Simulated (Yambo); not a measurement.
## Cs$_{2}$PtBr$_{6}$: sweep of GW parameters

G0W0@PBEsol for Cs₂PtBr₆ (space group Fm-3m, No. 225) in Yambo. Reference settings: 2×2×2 Γ-centred k mesh, bands 5 to 324 and a 6 Ry block in the screening, 324 bands in G with the Bruneval-Gonze terminator, plasmon pole fitted at 27.2 eV. The PBEsol gap Γ → X on this mesh is 1.29 eV; G0W0 gaps are taken between the same points.

```csv
change from the reference,G0W0 gap Γ → X (eV),shift of the valence edge (eV)
reference settings,3.41,-1.15
210 bands in G,3.41,-1.11
3 Ry block,3.26,-0.96
pole fitted at 55 eV,3.47,-1.22
```

The reference isn't shown to be the converged limit.

Without spin-orbit coupling, band edges of such heavy elements can be off by tenths of an eV.

Geometry of the Materials Project entry, not relaxed at this level; primitive cell a = b = c = 7.6478 Å, α = β = γ = 60.00°.

The structure is a Materials Project entry; no match was found in the copy of COD used, and its stability was not checked.

A shift is the quasiparticle energy of the state minus its PBEsol energy.
